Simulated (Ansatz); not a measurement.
RuN:
Space group F-43m (No. 216); a = 4.4991 Å, b = 4.4991 Å, c = 4.4991 Å, α = 90.00°, β = 90.00°, γ = 90.00°

```json
[
 {"atom": "Ru", "site": "4a", "symmetry": "-43m", "x": "0.0000", "y": "0.0000", "z": "0.0000"},
 {"atom": "N", "site": "4d", "symmetry": "-43m", "x": "0.7500", "y": "0.7500", "z": "0.7500"}
]
```
(The calculation used a cell of 2 atoms; values per cell refer to that cell.)

This is the PBEsol-relaxed structure.

**Question.** All from the program Ansatz at the PBEsol level (PAW), unless another level is named. Predict the Hill bulk and shear moduli.

**Answer.** 290 and 43.9 GPa.

**Question.** Predict the highest zone-centre frequency.

**Answer.** 16.96 THz.

The workflow started from a Materials Project entry (that database holds measured and hypothetical structures alike); the Crystallography Open Database copy checked does not list it. Its standing as an ambient phase is unchecked. The PBEsol relaxation kept the symmetry of its start; its stability against distortions is not shown here. The run is not spin-polarised. Its formation energy is positive at this level, so the cell may be metastable or incomplete. With an odd number of electrons in the cell and no spin polarisation, the count alone makes it a metal. As this level gives no gap, shear constants depend on the k-mesh and smearing (Fermi–Dirac, 0.1 eV here). As this level gives no gap, phonon frequencies hold no LO–TO term and depend on the k-mesh and smearing (Fermi–Dirac, 0.1 eV here).

Potentials: the later of the program's two PAW sets.
